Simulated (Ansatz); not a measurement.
**Computed properties of BiTe**

BiTe:
```
CELL_PARAMETERS angstrom
      2.39874     1.38491     3.19901
     -2.39874     1.38491     3.19901
      0.00000    -2.76983     3.19901
ATOMIC_POSITIONS crystal
  Bi 0.50000 0.50000 0.50000
  Te 0.00000 0.00000 0.00000
```

Space group R-3m (No. 166); conventional cell a = 4.797 Å, b = 4.797 Å, c = 9.597 Å, α = 90.00°, β = 90.00°, γ = 120.00°.

Method: PBEsol in the plane-wave PAW code Ansatz. Geometry: relaxed at this level of theory. Other levels are named where they apply.

### Cell and energy

- Volume per atom = 31.88 Å³
- Density = 8.77 g/cm³
- Formation energy from the elements (no fitted shifts) = -0.091 eV/atom

### Electronic structure

- Electronic character: metallic (no gap)
- Density of states at the Fermi level: 0.61 states/eV per atom (mean over ±0.08 eV)
- Gap with spin–orbit coupling: none (metallic)

### Mechanics

- Bulk modulus (Birch–Murnaghan fit) = 46.0 GPa
- Pressure derivative B′ = 2.4
- Elastic constants (relaxed ions, GPa) = C11 = 93.2, C12 = 50.8, C13 = 42.2, C14 = -23.2, C33 = 45.3, C44 = 30.9
- Mechanical stability = stable (all eigenvalues of C positive)

### Phonons

Highest zone-centre frequency: 95 cm⁻¹
Zone-centre stability: no imaginary mode at Γ

The first step of the workflow began from a Materials Project structure, measured or hypothetical; the Crystallography Open Database copy checked does not list it. COD files the formula under space group No. 164, 225. Whether it is the stable phase at ambient conditions was not checked. Symmetry was held in the PBEsol relaxation. With an odd number of electrons in the cell and no spin polarisation, the count alone makes it a metal. As this level gives no gap, shear constants depend on the k-mesh and smearing (Fermi–Dirac, 0.1 eV here). As this level gives no gap, phonon frequencies hold no LO–TO term and depend on the k-mesh and smearing (Fermi–Dirac, 0.1 eV here). The references are the lowest solids computed at this level, not always the standard phases. Scalar-relativistic: spin–orbit coupling is off unless named, which matters more the heavier the elements.

Potentials: the later of the program's two PAW sets.
